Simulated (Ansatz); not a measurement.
A distorted cell of Pt (fcc, Cu type):

```xyz
4
Lattice="3.9701 0.0000 0.0000 0.0000 3.9701 0.0000 0.0000 0.0000 3.9701" Properties=species:S:1:pos:R:3 pbc="T T T"
Pt     0.2910     0.2910     0.2910
Pt     1.9850     1.9850     0.0000
Pt     1.9850     0.0000     1.9850
Pt     0.0000     1.9850     1.9850
```

Calculation: PBE (plane waves to 420 eV, PAW, scalar-relativistic; Ansatz, an electronic-structure program). k mesh 10×10×10 (Γ-centred), Fermi-Dirac smearing 0.05 eV. Energies are smeared free energies. Compression counts positive. With partly filled bands, energies and forces of such displacements shift with the k mesh and the smearing. Pt is run without spin polarisation. Pt was relaxed with its symmetry unable to fall. Spin-orbit coupling is left out, though Pt is heavy. The PAW data are Ansatz's earlier set.

Question: Predict the force on every atom, in eV/Å.

Answer: 
| atom | Fx | Fy | Fz |
|---|---|---|---|
| Pt1 | -4.473 | -4.473 | -4.473 |
| Pt2 | 2.446 | 2.446 | -0.418 |
| Pt3 | 2.446 | -0.418 | 2.446 |
| Pt4 | -0.418 | 2.446 | 2.446 |

Question: What is the stress tensor (GPa)?

Answer: 
```
   18.0      4.1      4.1
    4.1     18.0      4.1
    4.1      4.1     18.0
```
The pressure, a third of the trace, is 18.0 GPa.

Question: In it atom 1 sits (0.291, 0.291, 0.291) Å away from its relaxed site. What is its energy relative to the relaxed cell?

Answer: 1643 meV/cell.

(For displaced atoms, the force is minus the slope of the energy, and its curvature is a force constant, which sets phonon frequencies.)
